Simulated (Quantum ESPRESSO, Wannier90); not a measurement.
GaN (wurtzite), plane waves to Wannier functions

```xyz
4
Lattice="3.1889 0.0000 0.0000 -1.5945 2.7617 0.0000 0.0000 0.0000 5.1924" Properties=species:S:1:pos:R:3 pbc="T T T"
Ga    -1.5945     0.9206     2.5914
Ga     1.5945    -0.9206    -0.0048
N     -1.5945     0.9206    -0.6443
N      1.5945    -0.9206     1.9519
```

Structure: Materials Project mp-804, symmetrised, not relaxed again. COD (Crystallography Open Database) has the formula in 2 space groups, this one among them (matched by group alone). Computed values, not measurements, from PBEsol: Quantum ESPRESSO (norm-conserving PseudoDojo potentials, cutoff 68 Ry, spinors with spin-orbit coupling) on a Γ-centred 6×6×4 mesh, then Wannier90. Density: 12×12×6 mesh, cold smearing 0.01 Ry.

A tight-binding model is made by disentanglement and projection with no localisation steps (num_iter = 0), so the 32 orbitals stay atom-like: hydrogen-like Ga: s;p; N: s;p, axes along x, y, z; frozen window up to 6.88 eV relative to the valence-band maximum. It follows pw.x to 2.7 meV rms for states up to 2.9 eV relative to the valence-band maximum. Matrix elements depend on this choice of orbitals and windows. Bands 5–24 (Ga 3d 90 %, N 2s 5 %) lie between the kept ones and are excluded.

The 30 largest hoppings ⟨m,0|H|n,R⟩ between different sites (one of each Hermitian pair; signs follow the real orbitals' lobes; the list may end inside a set of equal values):

```csv
m,n,R,distance of the centres (Å),t (eV),Im t (eV)
N4 pz↑,Ga2 pz↑,0 0 0,2.28,3.327,0.000
N4 pz↓,Ga2 pz↓,0 0 0,2.28,3.327,0.000
Ga1 pz↑,N3 pz↑,0 0 1,2.28,3.327,0.000
Ga1 pz↓,N3 pz↓,0 0 1,2.28,3.327,0.000
N4 s↑,Ga2 pz↑,0 0 0,2.27,-2.868,0.000
N4 s↓,Ga2 pz↓,0 0 0,2.27,-2.868,0.000
Ga1 pz↑,N3 s↑,0 0 1,2.27,-2.868,0.000
Ga1 pz↓,N3 s↓,0 0 1,2.27,-2.868,0.000
N4 pz↑,Ga2 s↑,0 0 0,1.98,2.847,0.000
N4 pz↓,Ga2 s↓,0 0 0,1.98,2.847,0.000
Ga1 s↑,N3 pz↑,0 0 1,1.98,2.847,0.000
Ga1 s↓,N3 pz↓,0 0 1,1.98,2.847,0.000
Ga2 py↑,N3 py↑,1 0 0,2.25,2.794,0.000
Ga2 py↓,N3 py↓,1 0 0,2.25,2.794,0.000
N4 py↑,Ga1 py↑,1 0 0,2.25,2.794,0.000
N4 py↓,Ga1 py↓,1 0 0,2.25,2.794,0.000
Ga2 py↑,N3 s↑,1 0 0,2.24,-2.767,0.000
Ga2 py↓,N3 s↓,1 0 0,2.24,-2.767,0.000
N4 s↑,Ga1 py↑,1 0 0,2.24,2.767,0.000
N4 s↓,Ga1 py↓,1 0 0,2.24,2.767,0.000
Ga2 s↑,N3 py↑,1 0 0,1.95,2.679,0.000
Ga2 s↓,N3 py↓,1 0 0,1.95,2.679,0.000
N4 py↑,Ga1 s↑,1 0 0,1.95,-2.679,0.000
N4 py↓,Ga1 s↓,1 0 0,1.95,-2.679,0.000
Ga1 px↑,N4 s↑,0 1 0,2.13,-2.397,-0.005
Ga1 px↓,N4 s↓,0 1 0,2.13,-2.397,0.005
N3 s↑,Ga2 px↑,0 1 0,2.13,2.397,-0.005
N3 s↓,Ga2 px↓,0 1 0,2.13,2.397,0.005
Ga2 px↑,N3 s↑,1 -1 0,2.13,-2.396,0.005
Ga2 px↓,N3 s↓,1 -1 0,2.13,-2.396,-0.005
```
